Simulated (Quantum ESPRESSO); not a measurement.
# Strain and stress in Ge7P

Calculated results; nothing here was measured. They come from pw.x of Quantum ESPRESSO 7.5, a plane-wave density functional program, with PseudoDojo standard norm-conserving files (v0.5 for PBE, v0.4.1 for LDA and PBEsol). The cells are made up: elements, strain and atom displacements were drawn at random, and nothing was relaxed. There is no spin polarisation, spin-orbit coupling or dispersion term.

The cell has 8 sites of a zincblende or diamond lattice. Sites 1 to 4 hold Ge Ge Ge Ge; sites 5 to 8 hold Ge Ge P Ge. Cell vectors in Å: (5.815, 0.000, 0.015); (0.000, 5.854, 0.052); (0.015, 0.052, 5.814). Settings: PBE, cutoff 1061 eV, 6 x 6 x 6 k mesh shifted by half a step, Fermi-Dirac smearing of 0.1 eV.

Each run adds a shear xy (given as the tensor component) to one cell, with the atoms carried along; the vectors above are those of run 5. Stress is positive in tension and P is minus a third of its trace. E is the free energy for each atom above the lowest run shown.

```
run  strain (%)  s_xx (GPa)  s_yy (GPa)  s_zz (GPa)  s_xy (GPa)  P (GPa)  E (meV/atom)
  1       -2.28       -0.30        1.23        0.02       -1.09    -0.32          1.81
  2       -1.96       -0.27        1.26        0.02       -0.79    -0.34          0.82
  3       -0.73       -0.20        1.29        0.01        0.33    -0.37          0.00
  4       -0.35       -0.20        1.27        0.00        0.67    -0.36          0.64
  6        0.53       -0.23        1.18       -0.03        1.46    -0.31          3.51
  7        1.45       -0.33        1.03       -0.08        2.30    -0.21          8.84
  5       -0.04           ?           ?           ?           ?        ?             ?
```

A rerun of one of these cells at 1347 eV and k mesh 8 x 8 x 8 moved values by no more than 0.003 eV in the cell's energy, 0.05 GPa in stress and 0.012 eV/Å in force.

## Worked fit

A parabola through the six runs shown gives s_xy = 0.99 + 0.91 e - 0.002 e² GPa, with e in per cent and a scatter of 0.01 GPa. The slope is a stiffness of 91 ± 1 GPa for each unit of this strain at e = 0, twice a shear constant under the stress shown, since the tensor component is half the shear angle. The atoms are clamped, and relaxing them would in general lower it. The error is the larger of the fit's own and the change that a cubic makes, rounded up.

## Withheld run

Question: what s_xy should run 5 give?

The fit gives 0.95 GPa. The calculation gave 0.95 GPa.

| run | strain (%) | s_xx (GPa) | s_yy (GPa) | s_zz (GPa) | s_xy (GPa) | P (GPa) | E (meV/atom) |
| --- | --- | --- | --- | --- | --- | --- | --- |
| 5 | -0.04 | -0.20 | 1.25 | -0.01 | 0.95 | -0.35 | 1.34 |